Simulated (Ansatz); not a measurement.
Input file for Ansatz (a program for electronic structure):

Ansatz 0.2 input:
```yaml
crystal:
  lattice:
    - [2.9065733728, 0.0, 0.0]
    - [-1.4532866864, 2.5171663788, 0.0]
    - [0.0, 0.0, 2.8515102295]
  atoms:
    - { symbol: Ta, position: [0.0, 0.0, 0.5] }
    - { symbol: N, position: [0.6666666667, 0.3333333333, 0.0] }
kpoints:
  mp_grid: { grid: [16, 16, 14] }
hamiltonian:
  xc: lda
  pseudopotentials: { azcp: { folder: ./paw }, kind: paw }
scf:
  occupations: { method: fermi_dirac, width: 0.1 }
phonons:
  method: dfpt
  response_accuracy: low
  eigenvectors: true
  rigid_motions: translations
```

Output (shortened):

```
Pseudopotential: Ta, paw, valence charge 13
Pseudopotential: N, paw, valence charge 5
Functional definition: SPW92
Crystal: 2 atoms, lattice volume = 20.863 Å³
Basis set: ecut = 420 eV, 405 PW (Γ), exchange–correlation on 40×40×40 points (8 copies of the dense FFT grid, shifted against one another)
Bands: 13, of which v1, the nominal top of the filled ones, is band 9 counted from 1 (8 counted from 0)
Symmetry: 12 space group operations
k-points: 584 of 3584 (irreducible under 4 space group operations, time reversal used)
SCF iter   1: F=—  HF=-10060.081773 eV  |F-HF|=—  |Δ(HF+E_count)|=         —  Δρ=4.86e-2  dr2=2.90e-1  ethr=3.10e-3  ⟨swp⟩=5.1  Hψ=36336  notcnv=0
preconditioner: auto → none
SCF iter   2: F=—  HF=-10060.057247 eV  |F-HF|=—  |Δ(HF+E_count)|=   2.45e-2  Δρ=3.03e-2  dr2=1.22e-1  ethr=1.61e-3  ⟨swp⟩=1.0  Hψ=12264  notcnv=0
SCF iter   3: F=—  HF=-10060.034477 eV  |F-HF|=—  |Δ(HF+E_count)|=   2.28e-2  Δρ=1.54e-3  dr2=2.23e-4  ethr=6.77e-4  ⟨swp⟩=2.6  Hψ=12324  notcnv=0
SCF iter   4: F=—  HF=-10060.034527 eV  |F-HF|=—  |Δ(HF+E_count)|=   5.04e-5  Δρ=3.69e-4  dr2=2.91e-5  ethr=1.24e-6  ⟨swp⟩=2.1  Hψ=11695  notcnv=0
SCF iter   5: F=—  HF=-10060.034520 eV  |F-HF|=—  |Δ(HF+E_count)|=   7.83e-6  Δρ=3.69e-5  dr2=9.33e-8  ethr=1.62e-7  ⟨swp⟩=2.2  Hψ=10380  notcnv=0
SCF iter   6: F=—  HF=-10060.034519 eV  |F-HF|=—  |Δ(HF+E_count)|=   4.75e-7  Δρ=6.27e-6  dr2=2.71e-9  ethr=5.18e-10  ⟨swp⟩=2.5  Hψ=12703  notcnv=0
SCF iter   7: F=—  HF=-10060.034519 eV  |F-HF|=—  |Δ(HF+E_count)|=  4.49e-10  Δρ=9.83e-7  dr2=1.51e-10  ethr=1.51e-11  ⟨swp⟩=2.3  Hψ=11356  notcnv=0
SCF iter   8: F=-10060.034519 eV  HF=-10060.034519 eV  |F-HF|=3.64e-12  |Δ(HF+E_count)|=  5.09e-11  Δρ=8.66e-8  dr2=1.01e-12  ethr=1.00e-12  ⟨swp⟩=6.0  Hψ=33037  notcnv=0
the search or the solves at the SCF's close seem to have found levels that the self-consistency loop had missed (the run counts 2) …
SCF 1 converged in 8 iterations: F = -10060.034519 eV  dr2 = 1.01e-12
DFPT response loops at Γ: preconditioner auto → Kerker (q_TF=auto, 2.662 Å⁻¹) (partly filled bands, converged f_vac=0.000) …
SCF converged after 8 iterations
Free energy (F): -10060.034519 eV
Harris-Foulkes:  -10060.034519 eV  (|F-HF|=3.64e-12)
Internal energy: -10060.031151 eV  (E = F + TS)
E sigma→0 (E₀):  -10060.032835 eV
Entropy (-TS):   -0.003368 eV (-1.684 meV/atom)
Fermi energy:    20.478182 eV
--- Per-component energies (eV) ---
  E_band       = -47.190208
  E_kinetic    = 525.700830
  E_local      = -573.449723  (includes V_loc(G=0)·N_el)
  E_nonlocal   = 30.386412
  E_hartree    = 205.304780
  E_xc         = -379.321905
  E_vxc        = -311.526487  (∫ρ·V_xc dr)
  E_paw        = -8176.749771  (= ΣΔE_a)
  E_vpaw       = -128.911716  (= ΣTr[D̂ρ^β])
  E_aug_tail   = 0.000891  (compensation charges beyond the density's cutoff)
  E_ewald      = -1692.241707
  E_core_change = 0.339041  (= ΣΔE_core)
  E_smearing   = -0.003368  (= −TS)
  E_closure    = 0.000000  (closes the sum)
  Σ components = -10060.034519   (vs F -10060.034519, Δ=0.00e0)
  [band-id]    e_kinetic+e_local+e_nonlocal+2·e_hartree+e_vxc+e_vpaw+e_augmentation_tail = -47.190231   (vs E_band -47.190208, Δ=-2.31e-5)
--- Band table (eV; the first three rows and the last of 584) ---
  k-point 0: bands = ["-47.8210", "-14.1448", "-13.8660", "-13.8660", "2.6834", "15.7820", "15.7820", "16.1372", "17.5415", "23.0259", "24.1978", "24.1978", "24.6129"]
  k-point 1: bands = ["-47.8181", "-14.2014", "-13.8615", "-13.8615", "2.7990", "15.7601", "15.8256", "15.8256", "17.8587", "23.2056", "23.4313", "23.4313", "25.1821"]
  k-point 2: bands = ["-47.8098", "-14.3569", "-13.8487", "-13.8487", "3.1296", "14.9365", "15.9489", "15.9489", "18.5767", "22.4755", "22.4755", "23.6833", "25.5397"]
  k-point 583: bands = ["-47.6752", "-14.8901", "-14.6437", "-14.2297", "4.8412", "12.6453", "13.5473", "16.3431", "19.4434", "24.7909", "25.7104", "26.7911", "27.8488"]
--- Phonons (Γ-DFPT): 4 representative perturbations + reference, on 584 of 3584 k-points (Σ response iterations 11) ---
  ASR residual: 2.868e-4 → 0.000e0 eV/Å²; symmetrization residual: 7.778e-6 eV/Å²
  ASR residual per site (eV/Å²): 2.87e-4 7.47e-5
  Γ frequencies (cm⁻¹): 0.00 0.00 0.00 542.09 542.09 568.63
  non-analytic LO–TO correction: not included (Born effective charges unavailable; polar crystals: no LO–TO splitting at Γ)
```

Cost: very roughly 30 core-seconds on shared cores.

Space group P-6m2. The workflow started from a Materials Project entry (that database holds measured and hypothetical structures alike); the Crystallography Open Database files this formula in space group No. 187, but the cells were not matched. It is not the phase usual at ambient conditions (space group No. 189). Symmetry was held in the LDA relaxation; its stability against distortions is not shown here. The run is not spin-polarised. A small band overlap can be real or an error of a semilocal functional. As this level gives no gap, phonon frequencies hold no LO–TO term and depend on the k-mesh and smearing (Fermi–Dirac, 0.1 eV here). Scalar-relativistic: spin–orbit coupling is off unless named, which matters more the heavier the elements.

Potentials: the earlier of the program's two PAW sets. The files were generated under PBE; for other functionals the program regenerates the frozen cores, and for LDA and PBEsol the local potential too.

Ansatz is a plane-wave DFT program.
